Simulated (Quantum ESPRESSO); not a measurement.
## GeAl2ZnN4 (convergence and cost over cutoff and k mesh)

A calculation, not a measurement. The program is pw.x of Quantum ESPRESSO 7.5 (plane-wave density functional theory). The cell is made up: 8 atoms on a wurtzite lattice, with randomly drawn elements, strain and displacements, not relaxed. PseudoDojo standard norm-conserving files (v0.5 for PBE, v0.4.1 for LDA and PBEsol) set the functional; there is no spin polarisation, spin-orbit coupling or dispersion term, and the masses in the input are unused placeholders.

Input of the run in row 2:

```
&control calculation='scf', pseudo_dir='./dojo.nc.sr.pbe.v0_5.standard.upf', outdir='./o', disk_io='medium', tprnfor=.true., tstress=.true. /
&system ibrav=0, nat=8, ntyp=4, nbnd=36, ecutwfc=84.00895049, nosym=.true., tot_charge=0,
 occupations='smearing', smearing='fd', degauss=0.0018374661
/
&electrons conv_thr=7.350e-09, electron_maxstep=60, /
ATOMIC_SPECIES
Al 1.0 Al.upf
Ge 1.0 Ge.upf
N 1.0 N.upf
Zn 1.0 Zn.upf
CELL_PARAMETERS angstrom
3.1597 0.0 0.0
0.0 5.4728 0.0
0.0 0.0 5.1598
ATOMIC_POSITIONS angstrom
Ge 0.0489 -0.0516 -0.0006
Al 1.499 2.6964 0.0188
Zn 1.6974 0.8149 2.5336
Al 0.0083 3.7873 2.6789
N 0.0459 -0.1524 1.8805
N 1.4579 2.8099 1.8763
N 1.5916 0.9817 4.5054
N -0.2416 3.7067 4.3567
K_POINTS automatic
6 4 4 1 1 1
```

The same cell was run at these settings. Meshes are shifted by half a step, and differences are from the last row, which is itself not exact.

```
cutoff (eV)     k mesh  k points solved  threshold (eV)  free energy less the last row's (eV)  pressure (GPa)  largest stress difference (GPa)  largest force difference (eV/Å)  iterations  wall time (s)  k-point pools              processor
        800  2 x 2 x 2                4           1e-04                                 1.424          -33.82                            44.87                            0.260           9             15              1  AMD EPYC, Zen 5 class
       1143  6 x 4 x 4               48           1e-07                                 0.000            5.12                             0.03                            0.002          13            250              1  AMD EPYC, Zen 5 class
       1437  8 x 6 x 6              144           1e-07                                 0.000            5.11                             0.00                            0.000          13            960              1  AMD EPYC, Zen 5 class
```

Each pool is one process. Wall times include start-up and a band step at six k points, which weighs most on the coarsest meshes. The runs were on shared virtual cores whose load varied, so times are rough.